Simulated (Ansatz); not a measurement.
InSb₃: pressure against volume

InSb₃, Fm-3m, a = 7.324 Å. The structure is a Materials Project entry; whether it is the stable form wasn't checked. Ansatz: PBEsol+D3(BJ), PAW, 420 eV, Γ-centred 10×10×10 mesh on 4 atoms, Gaussian smearing 0.10 eV; no spin polarisation. Symmetry fixes shape and atoms, so the cell is only scaled; pressure is positive in compression.

```
V (Å³/atom) P (GPa)
     21.609    12.41
     22.345     8.47
     23.082     5.15
     23.819     2.35
     24.555     0.00
     25.292        ?
     26.029    -3.62
     27.011    -5.43
```

Question: Take V0 = 24.555 Å³/atom, fit the third-order Birch–Murnaghan form to the other rows, and predict the missing pressure.

Answer: With the Eulerian strain f = ½[(V0/V)^(2/3) − 1] and y = P/[3f(1 + 2f)^(5/2)], the form is the line y = B0 + 1.5 B0 (B0′ − 4) f. Rows (f, y): 0.04447, 75.2; 0.03245, 74.3; 0.02105, 73.6; 0.01025, 72.6; -0.01906, 69.8; -0.03079, 68.9. Means f = 0.009728, y = 72.400; Σ(Δf)² = 0.004322, ΣΔfΔy = 0.3708; the slope is their ratio. y = 71.57 + 85.79 f GPa, so B0 = 71.6 GPa and B0′ = 4 + 2 × (85.79)/(3 × 71.57) = 4.80. At V = 25.292, f = -0.00976, y = 70.73 and P = -1.97 GPa. The run gave -1.97 GPa, the same to the digits shown.

Cost: 8 runs of about 0.67 core-minutes in all, on Intel Xeon 6975P-C (Granite Rapids) (shared hosts).